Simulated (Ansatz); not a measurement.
TiPt₃:
```cif
data_Pt12Ti4
_chemical_formula_sum 'Ti4 Pt12'
_space_group_name_H-M_alt 'P63/mmc'
_space_group_IT_number 194
_space_group_name_Hall '-P 6c 2c'
_cell_length_a 5.52069
_cell_length_b 5.52069
_cell_length_c 8.98696
_cell_angle_alpha 90.000
_cell_angle_beta 90.000
_cell_angle_gamma 120.000
loop_
_atom_site_label
_atom_site_type_symbol
_atom_site_symmetry_multiplicity
_atom_site_Wyckoff_symbol
_atom_site_fract_x
_atom_site_fract_y
_atom_site_fract_z
_atom_site_occupancy
Ti1 Ti 2 a 0.00000 0.00000 0.00000 1
Ti2 Ti 2 c 0.33333 0.66667 0.25000 1
Pt1 Pt 6 g 0.50000 0.50000 0.50000 1
Pt2 Pt 6 h 0.33390 0.16695 0.25000 1
```

This is the PBEsol-relaxed structure.

Q: All from DFT-PBEsol in the program Ansatz with PAW potentials, unless another level is named. Predict the formation energy from the elements (no fitted shifts).

A: -0.88 eV/atom.

Q: Next, the density of states at the Fermi level?

A: 0.19 states/eV per atom (mean over ±0.08 eV).

Space group P6_3/mmc. The workflow started from a Materials Project entry (that database holds measured and hypothetical structures alike); the Crystallography Open Database copy checked does not list it. COD files the formula under space group No. 164, 221. Whether it is the stable phase at ambient conditions was not checked. The PBEsol relaxation kept the symmetry of its start; whether a distortion lowers the energy is not shown. No spin polarisation was allowed. The references are the lowest solids computed at this level, not always the standard phases. Spin–orbit coupling is left out wherever it is not named.

Potentials: the later of the program's two PAW sets.
